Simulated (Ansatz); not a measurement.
WC:
```xyz
2
Lattice="0.0000 2.1726 2.1726 2.1726 0.0000 2.1726 2.1726 2.1726 0.0000" Properties=species:S:1:pos:R:3 pbc="T T T"
W      0.0000     0.0000     0.0000
C      2.1726     2.1726     2.1726
```

Relaxed with PBEsol. Special points in fractions of this cell's reciprocal vectors: Γ (0.000, 0.000, 0.000); X (0.500, 0.000, 0.500); U (0.625, 0.250, 0.625); K (0.375, 0.375, 0.750); L (0.500, 0.500, 0.500); W (0.500, 0.250, 0.750).

Q: List the band energies nearest the Fermi level at these points for the program Ansatz at the PBEsol with spin–orbit coupling level (PAW).

A: In eV from the Fermi level; about four levels below and three above (degenerate sets whole), none deeper than 8.9 eV; … stands for higher levels left out; points with the same levels are listed once.

```json
[
 {"k": "Γ", "below": "-0.89 -0.89 -0.89 -0.89", "above": "…"},
 {"k": "X", "below": "-2.68 -2.68 -2.22 -2.22", "above": "0.91 0.91 2.17 2.17"},
 {"k": "U", "below": "-4.91 -4.91 -1.70 -1.70", "above": "1.49 1.49 2.67 2.67"},
 {"k": "L", "below": "-6.83 -6.83 -6.67 -6.67", "above": "1.08 1.08 1.14 1.14"},
 {"k": "W", "below": "-6.46 -6.46 -5.90 -5.90", "above": "0.52 0.52 0.53 0.53"}
]
```

Space group Fm-3m (rock salt). The first step of the workflow began from a Materials Project structure, measured or hypothetical; the Crystallography Open Database copy checked does not list it. It is not the phase usual at ambient conditions (space group No. 187). Symmetry was held in the PBEsol relaxation; of distortions, only those at the zone centre were tested. No spin polarisation was allowed. Its formation energy is positive at this level, so the cell may be metastable or incomplete.

Potentials: the later of the program's two PAW sets.
